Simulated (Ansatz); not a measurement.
SiGe3 as one 4-atom ordering on the diamond lattice was relaxed with r2SCAN, strained in 2 ways (changes of length per length), its atoms relaxed again with r2SCAN, and run with r2SCAN in the PAW code Ansatz. No spin polarisation. The prototype was imposed, so other structures may be more stable.

Uniaxial -1.58 % along x, other directions held. Input:
```yaml
crystal:
  lattice:
    - [3.9071831614, 0.0, 0.0]
    - [0.0, 3.9699077031, 0.0]
    - [0.0, 0.0, 5.5939547083]
  atoms:
    - { symbol: Si, position: [0.0, 0.0, 0.0009957532] }
    - { symbol: Ge, position: [0.0, 0.5, 0.2432918587] }
    - { symbol: Ge, position: [0.5, 0.5, 0.5010427244] }
    - { symbol: Ge, position: [0.5, 0.0, 0.7546696638] }
kpoints:
  mp_grid: { grid: [6, 6, 6] }
  band_path:
    path:
      - [0.0, 0.0, 0.0]
      - [0.0, 0.5, 0.0]
      - [0.5, 0.5, 0.0]
      - [0.0, 0.0, 0.5]
      - [0.0, 0.5, 0.5]
      - [0.5, 0.5, 0.5]
      - [0.0, 0.0, 0.05]
      - [0.5, 0.0, 0.5]
    npoints: 1
hamiltonian:
  xc: r2scan
scf:
  occupations: { method: fixed }
  n_extra_bands: 5
output:
  forces: true
  stress: true
  eigenvalues: true
```

Main results, then levels in eV from the Fermi energy at the points of the path (names of the unstrained zone, bands numbered from 0):
```
Crystal: 4 atoms, lattice volume = 86.769 Å³
Basis set: ecut = 500 eV, 2185 PW (Γ)
Symmetry: 4 space group operations
Space group: Pmm2 (ITA 25)
k-points: 64 of 216 (time reversal used)
Free energy (F): -13547.717091 eV
Fermi energy:    8.138335 eV
--- Forces (eV/Å), atoms counted from 1 ---
  atom   1  Si      0.00000      0.00000    -0.00412
  atom   2  Ge      0.00000      0.00000      0.00281
  atom   3  Ge      0.00000      0.00000      0.00206
  atom   4  Ge      0.00000      0.00000    -0.00076
--- Stress (GPa, compression-positive) ---
        2.736148       0.000000       0.000000
        0.000000       0.346324       0.000000
        0.000000       0.000000       0.809485
  P = ⅓ Tr σ = 1.2973 GPa (12.973 kbar)
```
```tsv
point	band_18	band_19	band_20	band_21	band_22	band_23	band_24	band_25
Γ	-3.411	-3.208	-0.170	-0.149	0.000	0.746	0.975	1.390
X	-6.355	-4.212	-4.116	-1.729	-1.415	2.304	2.660	4.940
M	-8.535	-3.403	-3.328	-3.325	-3.257	0.578	0.777	0.784
Z	-4.304	-2.456	-2.269	-2.172	-1.974	0.949	1.365	3.119
R	-7.675	-1.643	-1.576	-1.532	-1.279	0.600	1.120	3.543
A	-8.396	-4.262	-4.200	-4.187	-4.185	4.531	4.580	4.687
(0,0,0.050)	-3.400	-3.197	-0.329	-0.204	-0.053	0.702	1.061	1.529
(1/2,0,1/2)	-7.652	-1.779	-1.612	-1.572	-1.425	0.435	0.929	3.542
```

With r2SCAN the valence top lies at Γ and the conduction bottom at R, 0.43 eV higher; the smallest vertical gap, at Γ, is 0.75 eV. With the atoms held, the mean pressure is +1.30 GPa (compression positive).

Isotropic +5.05 % on every length. These blocks change:
```yaml
crystal:
  lattice:
    - [4.1703880421, 0.0, 0.0]
    - [0.0, 4.1703880421, 0.0]
    - [0.0, 0.0, 5.876449421]
  atoms:
    - { symbol: Si, position: [0.0, 0.0, 0.0] }
    - { symbol: Ge, position: [0.0, 0.5, 0.2442925745] }
    - { symbol: Ge, position: [0.5, 0.5, 0.5] }
    - { symbol: Ge, position: [0.5, 0.0, 0.7557074255] }
kpoints:
  mp_grid: { grid: [6, 6, 6] }
  band_path:
    path:
      - [0.0, 0.0, 0.0]
      - [0.0, 0.5, 0.0]
      - [0.5, 0.5, 0.0]
      - [0.0, 0.0, 0.5]
      - [0.0, 0.5, 0.5]
      - [0.5, 0.5, 0.5]
      - [0.0, 0.0, 0.05]
    npoints: 1
scf:
  occupations: { method: fermi_dirac, width: 0.02 }
  n_extra_bands: 5
output:
  forces: true
  stress: true
  eigenvalues: true
  write_density: true
  write_potential: true
  elf: true
  volumetric_format: npy
```

```
Crystal: 4 atoms, lattice volume = 102.204 Å³
Basis set: ecut = 500 eV, 2589 PW (Γ)
Symmetry: 8 space group operations
Space group: P-4m2 (ITA 115)
k-points: 40 of 216 (time reversal used)
Free energy (F): -13547.319017 eV
Fermi energy:    6.113698 eV
--- Forces (eV/Å), atoms counted from 1 ---
  atom   1  Si      0.00000      0.00000      0.00000
  atom   2  Ge      0.00000      0.00000      0.00377
  atom   3  Ge      0.00000      0.00000      0.00000
  atom   4  Ge      0.00000      0.00000    -0.00377
--- Stress (GPa, compression-positive) ---
       -8.034184       0.000000       0.000000
        0.000000      -8.034184       0.000000
        0.000000       0.000000      -8.000889
  P = ⅓ Tr σ = -8.0231 GPa (-80.231 kbar)
```
```tsv
point	band_18	band_19	band_20	band_21	band_22	band_23	band_24	band_25
Γ	-2.740	-2.740	-0.209	-0.016	-0.012	-0.012	1.031	1.183
X	-5.969	-3.400	-3.311	-1.500	-1.193	1.933	2.139	4.629
M	-7.918	-2.783	-2.699	-2.699	-2.624	0.883	1.071	1.071
Z	-4.249	-1.942	-1.942	-1.650	-1.650	1.124	1.489	2.776
R	-6.863	-1.433	-1.246	-1.210	-1.091	0.092	0.505	3.622
A	-7.830	-3.421	-3.413	-3.387	-3.387	4.129	4.129	4.243
(0,0,0.050)	-2.731	-2.731	-0.571	-0.054	-0.054	0.336	1.007	1.237
```

r2SCAN gives a gap of zero: filled and empty bands touch at Γ. At this geometry r2SCAN finds -8.02 GPa, compression counted positive: its own equilibrium volume is smaller.

Spin-orbit coupling is left out.
